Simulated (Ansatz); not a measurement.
Relaxed-ion elastic tensor of MoP in space group P-6m2 (No. 187; Mo on 1a, P on 1f) in GPa (Voigt order), PBEsol (plane waves, PAW; program Ansatz); density 7.46 g/cm³, 14.13 Å³ per atom.

```json
[
 {"": "1", "1": "364", "2": "132", "3": "168", "4": "0.0", "5": "0.0", "6": "0.0"},
 {"": "2", "1": "132", "2": "364", "3": "168", "4": "0.0", "5": "0.0", "6": "0.0"},
 {"": "3", "1": "168", "2": "168", "3": "515", "4": "0.0", "5": "0.0", "6": "0.0"},
 {"": "4", "1": "0.0", "2": "0.0", "3": "0.0", "4": "184", "5": "0.0", "6": "0.0"},
 {"": "5", "1": "0.0", "2": "0.0", "3": "0.0", "4": "0.0", "5": "184", "6": "0.0"},
 {"": "6", "1": "0.0", "2": "0.0", "3": "0.0", "4": "0.0", "5": "0.0", "6": "116"}
]
```

Task: Is the crystal mechanically stable?

Result: Yes: the smallest eigenvalue of C is 116 GPa.

Task: Work out the Voigt, Reuss and Hill averages.

Result: K_V = 242, K_R = 233, K_H = 238; G_V = 149, G_R = 141, G_H = 145 GPa.

Task: Give Young's modulus, Poisson's ratio, Pugh's ratio and the universal anisotropy index.

Result: E = 9KG/(3K + G) = 361 GPa; ν = 0.25; K/G = 1.64 (brittle by the Pugh limit of 1.75); A_U = 5G_V/G_R + K_V/K_R − 6 = 0.30.

Task: Estimate the sound speeds and the Debye temperature.

Result: v_l = √((K + 4G/3)/ρ) = 7600 m/s, v_t = √(G/ρ) = 4410 m/s, mean 4890 m/s; Θ = (h/k)(3n/4πV)^(1/3) v_m = 602 K.

Task: How much does each axis shrink under pressure?

Result: Linear compressibilities β_i = Σ_j S_ij (j = 1 to 3): x 1.7, y 1.7, z 0.81 per TPa.

The cell was relaxed with PBEsol under the symmetry of its start. The run is not spin-polarised. As this level gives no gap, shear constants depend on the k-mesh and smearing (Fermi–Dirac, 0.1 eV here).

Potentials: the later of the program's two PAW sets.
